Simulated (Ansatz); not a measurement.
The calculation used DFT, BLYP, plane waves (420 eV) with PAW, scalar-relativistic (Ansatz). (PAW data from PBE, frozen cores regenerated.)

An element in the bcc structure gives this curve. The cell is scaled uniformly from the relaxed one, with fractional coordinates and shape fixed. Energies are extrapolated to zero smearing, pressures are those at the given smearing. Magnetic state: spin not included.

| V (Å³/atom) | E − E₀ (meV/atom) | P (GPa) |
| --- | --- | --- |
| 31.993 | 32.6 | 2.89 |
| 33.447 | 12.7 | 1.70 |
| 34.901 | 2.5 | 0.74 |
| 36.355 | 0.1 | -0.05 |
| 37.809 | 4.0 | -0.68 |
| 39.264 | 13.2 | -1.18 |
| 40.718 | 26.5 | -1.59 |

Which element is it?
A. ytterbium
B. bismuth
C. tellurium
D. lanthanum

A. Its fit is V₀ = 36.13 Å³/atom, B₀ = 17.9 GPa, B₀′ = 4.2.
